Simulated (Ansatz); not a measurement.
YN (rock salt, Fm-3m), PBEsol in the plane-wave PAW code Ansatz. The conduction-band minimum lies at X, with 3 equivalent valleys. Second derivatives d²E/dk² of the lowest band at one valley (eV·Å²), along Cartesian directions:

```json
[
 {"direction": "[100]", "d²E/dk²": "5.981"},
 {"direction": "[010]", "d²E/dk²": "90.45"},
 {"direction": "[001]", "d²E/dk²": "90.45"},
 {"direction": "[110]", "d²E/dk²": "48.29"},
 {"direction": "[101]", "d²E/dk²": "48.29"},
 {"direction": "[011]", "d²E/dk²": "90.41"}
]
```

### Question
Find the principal effective masses, the density-of-states mass and the conductivity mass.

### Answer
Off-diagonal terms follow from H_xy = H[110] − (H_xx + H_yy)/2, and m*/mₑ = 7.620 eV·Å² over each eigenvalue: 0.084, 0.084, 1.3. One valley's DOS mass (m₁m₂m₃)^(1/3) = 0.21, conductivity mass 3/(Σ 1/mᵢ) = 0.12 mₑ.

### Question
What effective density of states Nc follows at 300 K for parabolic valleys?

### Answer
Nc = 2.509e19 × 3 × (0.21)^(3/2) ≈ 7.2e18 cm⁻³.

The cell was relaxed with PBEsol under the symmetry of its start. The run is not spin-polarised. Spin–orbit coupling is left out wherever it is not named.

Potentials: the later of the program's two PAW sets.

Edges and masses are those of Kohn–Sham bands, whose gap is no quasiparticle gap.
